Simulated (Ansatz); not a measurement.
Ag (fcc (Cu type), space group No. 225) under volume change, LDA (plane waves, PAW; program Ansatz), scaled uniformly.

```
V (Å³/atom)  E − E(relaxed) (meV/atom)  P (GPa)
-----------  -------------------------  -------
14.580                            66.2    16.64
15.060                               ?        ?
15.541                             5.9     4.30
16.022                             0.0    -0.22
16.502                             6.4    -3.92
16.983                            22.8    -6.95
17.464                               ?        ?
```

### Question
Complete the blanks.

### Answer

- 15.060, E − E(relaxed) (meV/atom): 26.8
- 15.060, P (GPa): 9.85
- 17.464, E − E(relaxed) (meV/atom): 47.5
- 17.464, P (GPa): -9.43

### Question
What does a third-order Birch–Murnaghan fit give for V₀, B₀ and B′?

### Answer
V₀ = 16.00 Å³/atom, B₀ = 138 GPa, B′ = 5.7.

Space group Fm-3m (fcc (Cu type)). The cell keeps a stress of up to 0.2 GPa. Symmetry was held in the LDA relaxation. The run is not spin-polarised.

Potentials: the later of the program's two PAW sets.
